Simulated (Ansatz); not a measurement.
ZnS in space group P6_3mc (No. 186; Pearson symbol hP40), plane-wave PAW PBEsol (Ansatz code). The conduction-band minimum lies at Γ, with 1 equivalent valley. Second derivatives d²E/dk² of the lowest band at one valley (eV·Å²), along Cartesian directions:

```json
[
 {"direction": "[100]", "d²E/dk²": "45.28"},
 {"direction": "[010]", "d²E/dk²": "45.28"},
 {"direction": "[001]", "d²E/dk²": "45.78"},
 {"direction": "[110]", "d²E/dk²": "45.28"},
 {"direction": "[101]", "d²E/dk²": "45.55"},
 {"direction": "[011]", "d²E/dk²": "45.55"}
]
```

### Question
Find the principal effective masses, the density-of-states mass and the conductivity mass.

### Answer
Off-diagonal terms follow from H_xy = H[110] − (H_xx + H_yy)/2, and m*/mₑ = 7.620 eV·Å² over each eigenvalue: 0.17, 0.17, 0.17. One valley's DOS mass (m₁m₂m₃)^(1/3) = 0.17, conductivity mass 3/(Σ 1/mᵢ) = 0.17 mₑ.

### Question
What effective density of states Nc follows at 300 K for parabolic valleys?

### Answer
Nc = 2.509e19 × 1 × (0.17)^(3/2) ≈ 1.8e18 cm⁻³.

The first step of the workflow began from a Materials Project structure, measured or hypothetical. Its sites differ from those of the usual phase in this space group: another stacking or structure type. Symmetry was held in the PBEsol relaxation; its stability against distortions is not shown here.

Potentials: the later of the program's two PAW sets.

Edges and masses are those of Kohn–Sham bands, whose gap is no quasiparticle gap.
